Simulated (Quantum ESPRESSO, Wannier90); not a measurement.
ZnCu₂SnS₄ (I-42m): Wannier90 run

```xyz
8
Lattice="5.3970 0.0000 0.0000 0.0000 5.3970 0.0000 -2.6985 -2.6985 5.3956" Properties=species:S:1:pos:R:3 pbc="T T T"
Zn     0.0000     0.0000     0.0000
Cu    -2.6985     0.0000     2.6978
Cu     0.0000    -2.6985     2.6978
Sn     2.6985     2.6985     0.0000
S      1.3063    -1.3063     1.4380
S     -1.3063    -1.3063    -1.4380
S     -1.3063     1.3063     1.4380
S      1.3063     1.3063    -1.4380
```

Materials Project entry mp-1025500; symmetrised, unrelaxed at this level. Not found in the COD (Crystallography Open Database) copy used, which has the formula in other groups; not checked further. Computed values, not measurements, from LDA: Quantum ESPRESSO (norm-conserving PseudoDojo potentials, cutoff 74 Ry, no spin polarisation, no spin-orbit coupling) on a Γ-centred 4×4×4 mesh, then Wannier90. Density: 6×6×6 mesh, cold smearing 0.01 Ry. A non-magnetic state is assumed, with no Hubbard U on the 3d ions. Spin-orbit coupling is left out although heavy elements are present.

A tight-binding model is made by disentanglement and projection with no localisation steps (num_iter = 0), so the 30 orbitals stay atom-like: hydrogen-like Zn: s;p; Cu: d; Sn: s;p; S: p, axes along x, y, z; frozen window up to 1.50 eV relative to the Fermi level. It follows pw.x to 2.2 meV rms for states up to 1.0 eV relative to the Fermi level. Matrix elements depend on this choice of orbitals and windows. Bands 23–27 (Zn 3d 89 %, S 3p 7 %) lie between the kept ones and are excluded.

### Question
What are the on-site energies relative to the Fermi level, and how fast do the hoppings decay?

### Answer
```json
[
 {"atom": "Zn1", "orbitals": "s", "energy (eV)": "0.55"},
 {"atom": "Zn1", "orbitals": "pz", "energy (eV)": "4.67"},
 {"atom": "Zn1", "orbitals": "px py", "energy (eV)": "4.35"},
 {"atom": "Cu2", "orbitals": "dz2 dxz dyz", "energy (eV)": "-2.18"},
 {"atom": "Cu2", "orbitals": "dx2-y2", "energy (eV)": "-2.26"},
 {"atom": "Cu2", "orbitals": "dxy", "energy (eV)": "-2.23"},
 {"atom": "Cu3", "orbitals": "dz2 dxz dyz", "energy (eV)": "-2.18"},
 {"atom": "Cu3", "orbitals": "dx2-y2", "energy (eV)": "-2.26"},
 {"atom": "Cu3", "orbitals": "dxy", "energy (eV)": "-2.23"},
 {"atom": "Sn4", "orbitals": "s", "energy (eV)": "-3.98"},
 {"atom": "Sn4", "orbitals": "pz", "energy (eV)": "2.59"},
 {"atom": "Sn4", "orbitals": "px py", "energy (eV)": "2.20"},
 {"atom": "S5", "orbitals": "pz", "energy (eV)": "-2.46"},
 {"atom": "S5", "orbitals": "px py", "energy (eV)": "-2.43"},
 {"atom": "S6", "orbitals": "pz", "energy (eV)": "-2.46"},
 {"atom": "S6", "orbitals": "px py", "energy (eV)": "-2.43"},
 {"atom": "S7", "orbitals": "pz", "energy (eV)": "-2.46"},
 {"atom": "S7", "orbitals": "px py", "energy (eV)": "-2.43"},
 {"atom": "S8", "orbitals": "pz", "energy (eV)": "-2.46"},
 {"atom": "S8", "orbitals": "px py", "energy (eV)": "-2.43"}
]
```

```json
[
 {"distance of the centres (Å)": "2–3", "largest modulus (eV)": "1.3"},
 {"distance of the centres (Å)": "3–4", "largest modulus (eV)": "0.42"},
 {"distance of the centres (Å)": "4–5", "largest modulus (eV)": "0.20"},
 {"distance of the centres (Å)": "5–6", "largest modulus (eV)": "0.15"},
 {"distance of the centres (Å)": "6–7", "largest modulus (eV)": "0.11"},
 {"distance of the centres (Å)": "7–8", "largest modulus (eV)": "0.033"},
 {"distance of the centres (Å)": "8–9", "largest modulus (eV)": "0.011"}
]
```
